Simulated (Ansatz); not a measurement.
TaP:
```
CELL_PARAMETERS angstrom
      3.26337     0.00000     0.00000
     -1.63169     2.82616     0.00000
      0.00000     0.00000     3.29777
ATOMIC_POSITIONS crystal
  Ta 0.66667 0.33333 0.00000
  P  0.00000 0.00000 0.50000
```

Relaxed with LDA. Special points in fractions of this cell's reciprocal vectors: Γ (0.000, 0.000, 0.000); M (0.500, 0.000, 0.000); K (0.333, 0.333, 0.000); A (0.000, 0.000, 0.500); L (0.500, 0.000, 0.500); H (0.333, 0.333, 0.500).

Question: List the band energies nearest the Fermi level at these points for LDA (plane waves, PAW; program Ansatz).

Answer: In eV from the Fermi level; about four levels below and three above (degenerate sets whole), none deeper than 8.9 eV; points with the same levels are listed once.

```csv
k,below,above
Γ,-3.21 -2.20 -2.20 -0.56,2.32 2.32 5.02 5.02
M,-6.81 -3.19 -2.68 -0.59,1.35 3.98 4.47
K,-6.25 -4.54 -3.00 -0.13,1.41 2.17 2.19
A,-1.43 -1.43 -0.24 -0.24,2.95 3.76 3.76
L,-5.53 -4.65 -3.38 -0.50,3.81 3.98 4.55
H,-6.02 -4.93 -2.69 -0.26,3.04 4.09 5.42
```

Space group P-6m2. The first step of the workflow began from a Materials Project structure, measured or hypothetical; the Crystallography Open Database copy checked does not list it. COD files the formula under space group No. 141, so this cell is another polymorph or a model. Whether it is the stable phase at ambient conditions was not checked. Symmetry was held in the LDA relaxation; of distortions, only those at the zone centre were tested. No spin polarisation was allowed. Scalar-relativistic: spin–orbit coupling is off unless named, which matters more the heavier the elements.

Potentials: the earlier of the program's two PAW sets.
